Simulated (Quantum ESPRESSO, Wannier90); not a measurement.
RbHgF$_{3}$ (cubic perovskite): Wannier90 run

```xyz
5
Lattice="4.5492 0.0000 0.0000 0.0000 4.5492 0.0000 0.0000 0.0000 4.5492" Properties=species:S:1:pos:R:3 pbc="T T T"
Rb     0.0000     0.0000     0.0000
Hg     2.2746     2.2746     2.2746
F      2.2746     0.0000     2.2746
F      0.0000     2.2746     2.2746
F      2.2746     2.2746     0.0000
```

Materials Project entry mp-7482; symmetrised, unrelaxed at this level. COD (Crystallography Open Database) records the formula in this space group. Ideal cubic forms of this type are often high-temperature phases that distort on cooling; symmetry holds the cell here, and its stability was not tested. Level: PBEsol, no spin polarisation, no spin-orbit coupling; pw.x of Quantum ESPRESSO at 68 Ry with PseudoDojo potentials, 6×6×6 k-points, Wannier90. Density: 8×8×8 mesh, Gaussian smearing 0.01 Ry. Spin-orbit coupling is left out although heavy elements are present.

Bands 6-8,12-25 form an isolated set from -21.38 to 0.00 eV relative to the valence-band maximum (on the path) and are turned into 17 Wannier functions by minimising the spread from the start: SCDM (isolated). Bands 9–11 (Rb 4p 98 %) lie between the kept ones and are excluded.

Task: Where do the functions sit, how wide are they and what are they made of?

Result: 
```
functions  spread (Å²)  nearest atom, distance (Å)  second atom, distance (Å)           weight on atomic waves
---------  -----------  --------------------------  -------------------------  -------------------------------
6                 0.56                      F 0.28                    Hg 2.24             F 2p 74 %, F 2s 23 %
3                 0.63                      F 0.29                    Hg 2.10             F 2p 70 %, F 2s 25 %
3                 0.73                      F 0.30                    Hg 1.98  F 2p 66 %, F 2s 26 %, Hg 6s 6 %
1                 0.82                     Hg 0.00                     F 2.27                       Hg 5d 99 %
1                 0.78                     Hg 0.00                     F 2.27                       Hg 5d 99 %
2                 0.77                     Hg 0.00                     F 2.27                      Hg 5d 100 %
1                 0.79                     Hg 0.00                     F 2.27                       Hg 5d 99 %
```

Ω_I = 10.16 Å², Ω_total = 11.38 Å²; the interpolated bands follow pw.x to 0.2 meV rms on the path. It is the lowest total spread that any start reached here.
